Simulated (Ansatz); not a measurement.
# How far is PAW off for P?

```
CELL_PARAMETERS angstrom
1.65500 -5.25000 0.00000
1.65500 5.25000 0.00000
0.00000 0.00000 4.38000
ATOMIC_POSITIONS crystal
P 0.09800 0.90200 0.91000
P 0.59800 0.40200 0.59000
P 0.90200 0.09800 0.09000
P 0.40200 0.59800 0.41000
```

Atom numbers follow the list: P1, P2, P3, P4.

The cell comes from COD entry 1010325, which wasn't checked; take it as a given geometry. It is an old determination, and later ones may differ.

Methods: DFT, PBE, PAW with Ansatz's default frozen-core files, scalar-relativistic (Ansatz 0.2.0); DFT, PBE, all-electron PAW with datasets made for the crystal, scalar-relativistic (Ansatz 0.2.0); DFT, PBE, all-electron LAPW, scalar-relativistic (Ansatz 0.2.0).

For PAW: a Γ-centred 13×13×9 k mesh, Fermi–Dirac smearing of 0.05 eV, cutoff 420 eV, no spin polarisation. The crystal-made all-electron datasets (AE datasets) take a cutoff of 240 eV at this cell. LAPW targets a basis error of 1 meV/atom. The Ansatz runs share mesh, smearing and spin set-up. Plane-wave (PAW) pressures include the program's estimate of the Pulay term.

Stress and pressure are positive in compression.

Levels count from the Fermi level.

| quantity | PAW | AE datasets | LAPW |
| --- | --- | --- | --- |
| pressure (GPa) | 6.30 | 6.31 | 6.32 |
| stress xx (GPa) | 4.68 | 4.73 | 4.74 |
| stress yy (GPa) | 6.40 | 6.38 | 6.38 |
| stress zz (GPa) | 7.81 | 7.82 | 7.83 |
| force on P1, z (eV/Å) | 0.857 | 0.856 | 0.856 |
| highest filled level at Z (eV) | -1.754 | -1.752 | -1.752 |
| lowest empty level at Z (eV) | 1.029 | 1.036 | 1.036 |
| highest filled level at Y (eV) | ? | -0.103 | -0.103 |
| lowest empty level at Y (eV) | 0.022 | 0.022 | 0.022 |
| highest filled level at Σ0 (eV) | -2.595 | -2.600 | -2.601 |
| lowest empty level at Σ0 (eV) | 0.688 | 0.692 | 0.692 |

(1) What belongs in the row "highest filled level at Y (eV)", column "PAW"?

Answers

(1) -0.111.
